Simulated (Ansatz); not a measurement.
Starting cell, SnO (litharge type, space group P4/nmm):

```
SnO
1.0
    3.79274     0.00000     0.00000
    0.00000     3.79274     0.00000
    0.00000     0.00000     4.76440
Sn O
2 2
Direct
  0.50000   0.00000   0.24062
  0.00000   0.50000   0.75938
  0.00000   0.00000   0.00000
  0.50000   0.50000   0.00000
```

In each cell atom 4 (O, nearest neighbour Sn at 2.216 Å; its periodic images, 3.8 Å or more away, move with it) moves by s·(1.000, 0.000, 0.000) (along Cartesian x), the rest being held.

Method: r2SCAN+rVV10 (plane waves to 500 eV, PAW, scalar-relativistic; Ansatz, a first-principles code). k mesh 7×7×6 (Γ-centred), Fermi-Dirac smearing 0.05 eV. The energy includes the smearing's −TS. With partly filled bands, energies and forces of such displacements shift with the k mesh and the smearing. At this level the bands of SnO touch or barely overlap; measurements give the solid a gap. SnO was relaxed with its symmetry unable to fall. The PAW data are Ansatz's earlier set. ΔE is measured from the undisplaced structure.

Successive frames, forces in eV/Å:

```json
[
 {"frame": "s = 0.000 Å", "ΔE (meV/cell)": "0", "F on Sn1": "(0.000, 0.000, -0.004)", "F on Sn2": "(0.000, 0.000, 0.004)", "F on O3": "(0.000, 0.000, 0.000)", "F on O4": "(0.000, 0.000, 0.000)"},
 {"frame": "s = 0.132 Å", "ΔE (meV/cell)": "77", "F on Sn1": "(0.150, 0.000, -0.035)", "F on Sn2": "(0.395, 0.000, -0.153)", "F on O3": "(0.646, 0.000, -0.015)", "F on O4": "(-1.191, 0.000, 0.203)"},
 {"frame": "s = 0.264 Å", "ΔE (meV/cell)": "328", "F on Sn1": "(0.296, 0.000, -0.119)", "F on Sn2": "(1.091, 0.000, -0.696)", "F on O3": "(1.308, 0.000, -0.058)", "F on O4": "(-2.695, 0.000, 0.873)"}
]
```

Problem. What are the energy and the forces in the next frame, s = 0.396 Å?

Solution. ΔE (meV/cell) = 816.

| atom | Fx | Fy | Fz |
|---|---|---|---|
| Sn1 | 0.432 | 0.000 | -0.229 |
| Sn2 | 2.406 | 0.000 | -1.852 |
| O3 | 1.995 | 0.000 | -0.121 |
| O4 | -4.833 | 0.000 | 2.202 |

(For displaced atoms, the force is minus the slope of the energy, and its curvature is a force constant, which sets phonon frequencies.)
